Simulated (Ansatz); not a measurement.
## Eu (Im-3m): total moment held at 0 μB

Method: DFT, PBE, PAW with Ansatz's default frozen-core files, scalar-relativistic (Ansatz).

Command: `ansatz run input.yaml --threads 1 --pin off --max-ram 3072MiB --backend cpu --events-out ev --progress --plain --runs-dir out`

```yaml
crystal:
  lattice:
    - [-2.303, 2.303, 2.303]
    - [2.303, -2.303, 2.303]
    - [2.303, 2.303, -2.303]
  atoms:
    - { symbol: Eu, position: [0.0, 0.0, 0.0] }
magnetization:
  spin_polarized: true
  initial_magnetization: 0.0
  spin_locking: { lock_magnetization: hard }
kpoints:
  mp_grid: { grid: [10, 10, 10] }
scf:
  occupations: { method: fermi_dirac, width: 0.05 }
hamiltonian:
  xc: pbe
  pseudopotentials: { kind: paw }
output:
  forces: true
  stress: true
  eigenvalues: true
```

The program prints:

```
Warning: output.stress: scf.convergence.dr2_threshold = 1e-7 eV (the SCF's general default) is looser than the 1e-10 eV advised for a printed stress (1e-10 eV for each atom of the cell: 1). What an SCF threshold leaves in a stress goes as its square root, and in the free energy as the threshold itself, and one threshold admits the most on a small cell: of the crystals measured, under no hybrid fun …
band count auto-derived: 16, from the close of a first SCF at 13 (N_el = 17.0; filled up to band 9; 13 by the electrons, moments and atoms)
Engine: ansatz 0.2.0
Pseudopotentials: kind: paw
Pseudopotential: Eu, paw, valence charge 17, recommended cutoff 420 eV (normal), Eu.paw.azcp
Functional definition: PBE
  parameter kappa = 0.804
  parameter beta = 0.06672455060314922
  exchange = pbe_x(kappa = kappa, mu = beta*pi^2/3)
  correlation = pbe_c(beta = beta)
Crystal: 1 atoms, lattice volume = 48.859 Å³
Basis set: ecut = 420 eV, 959 PW (Γ), exchange–correlation on 54×54×54 points (8 copies of the dense FFT grid, shifted against one another)
Bands: 13, of which v1, the nominal top of the filled ones, is band 9 counted from 1 (8 counted from 0)
Symmetry: 48 space group operations
Space group: Im-3m (ITA 229), of the structure as read, at distance tolerance 3.7e-5 Å
k-points: 47 of 1000
Non-local potential: Eu, projectors of the file, l = 0: 3, l = 1: 2, l = 2: 2, l = 3: 3
PAW form: soft (Blöchl's): semilocal exchange-correlation on the pseudo side does not see the compensation charge
PAW one-centre angular grid: Eu, 590 points (default); XC on 64 Gauss nodes
Initial density: superposition of atomic densities (chi_scale 0.1, normalization cell)
Initial wavefunctions: pseudopotential atomic-orbital guess
Functional: x = pbe(κ = 0.804, μ = 0.2195149727645171), c = pbe(β = 0.06672455060314922)
SCF iter   1: F=—  HF=-8760.113288 eV  |F-HF|=—  |Δ(HF+E_count)|=         —  Δρ=1.09e-1 (↑1.09e-1 ↓1.09e-1)  dr2=2.05e1  dr2_m=0.00e0  M=0.000 μB ∫|m|=0.000 μB  β_m=0.30  ethr=3.10e-3  ⟨swp⟩=4.9  Hψ=2826  notcnv=0
preconditioner: auto → Kerker (q_TF=auto, 2.288 Å⁻¹)  [metal: Δε(μ)=0.001 eV  Ē_g=8.169 eV  σ=0.050 eV  W_gap=0.01  n_scr=12 (ndim 8)  ℏωp=20.6 eV  f_vac=0.000  D(μ)=61.90/eV (n_scr^D=2898)]
[...]
SCF 1, on 13 bands, converged in 23 iterations: F = -8759.055211 eV; the run's SCF on all bands comes behind
  greatest PAW one-centre occupation: 0.991 electrons in one spin orbital (limit 2), on the Eu atom at site 0 (counted from 0), in its partial waves of l = 0
Following the negative reading down, search 1: the free energy F (with its fill's electron-count term) along its direction. At the converged state itself: F - F(close) = -1.619e-8 eV
  point 1 (+, 4.0e-4 eV away): F - F(close) = -3.774e-5 eV
  point 2 (+, 1.6e-3 eV away): F - F(close) = -1.527e-4 eV
  point 3 (+, 6.4e-3 eV away): F - F(close) = -6.236e-4 eV
  point 4 (+, 2.6e-2 eV away): F - F(close) = -2.565e-3 eV
  point 5 (+, 1.0e-1 eV away): F - F(close) = -1.035e-2 eV
  point 6 (+, 4.1e-1 eV away): F - F(close) = -3.552e-2 eV
  point 7 (+, 1.6e0 eV away): F - F(close) = -5.676e-2 eV
  point 8 (+, 6.6e0 eV away): F - F(close) = +6.241e-2 eV
[...]
Magnetization: 0.0000 μB (8.5000 up, 8.5000 down)
Absolute magnetization: 3.5958 μB (∫|ρ↑−ρ↓|, with the PAW one-centre terms)
Spin contamination: 3.6421 ħ² per cell (⟨S²⟩ above its minimum at these occupations)
Per-site moments (μB) at R_I (Å): [(0.4646235462529589, 1.6454266165553386)]
Free energy (F): -8761.565870 eV
Harris-Foulkes:  -8761.565870 eV  (|F-HF|=4.93e-8)
Internal energy: -8761.518431 eV  (E = F + TS)
E sigma→0 (E₀):  -8761.542151 eV
Entropy (-TS):   -0.047439 eV (-47.439 meV/atom)
Fermi energy:    7.556662 (↑ 7.221110, ↓ 7.892214) eV
--- Per-component energies (eV) ---
  E_band       = -77.274510
  E_kinetic    = 352.585403
  E_local      = -2274.629808  (includes V_loc(G=0)·N_el)
  E_nonlocal   = 465.401035
  E_hartree    = 896.400424
  E_xc         = -177.276922
  E_vxc        = -202.718847  (∫ρ·V_xc dr)
  E_paw        = -6379.984119  (= ΣΔE_a)
  E_vpaw       = -210.697811  (= ΣTr[D̂ρ^β])
  E_aug_tail   = -0.000000  (compensation charges beyond the density's cutoff)
  E_ewald      = -1644.014444
  E_smearing   = -0.047439  (= −TS)
  E_closure    = 0.000000  (closes the sum)
  Σ components = -8761.565870   (vs F -8761.565870, Δ=0.00e0)
--- Forces (eV/Å), atoms counted from 1 ---
  atom   1  Eu     0.00000000    -0.00000000     0.00000000
  max |Σ_I F_I| component: 4.84e-29 eV/Å
--- Stress (GPa, compression-positive) ---
       -2.236318       0.000000      -0.000000
        0.000000      -2.236318       0.000000
        0.000000      -0.000000      -2.236318
  P = ⅓ Tr σ = -2.2363 GPa (-22.363 kbar)
--- Band table (eV; the first three rows and the last of 122) ---
  [... 4 further k-point lines left out ...]
```

Site moments (μB): Eu 0.46. Cell moment 0.00 μB.

Without U a semilocal functional puts the f levels too near the Fermi level, which can change moments and the order of magnetic states; site and cell moments are spin moments. Spin–orbit coupling is left out although heavy atoms are present. In at least one run the program's final test of stability wasn't made or came to no verdict. With open f shells a run can end in a state that isn't the lowest. These are results for the start and cell typed. The real compound can order otherwise, in a larger cell, or not at all, since semilocal functionals at zero temperature often overstate magnetism.

It took 2 min on 1 thread of Arm Neoverse V1, with other jobs on the host, peak memory 0.81 GiB.
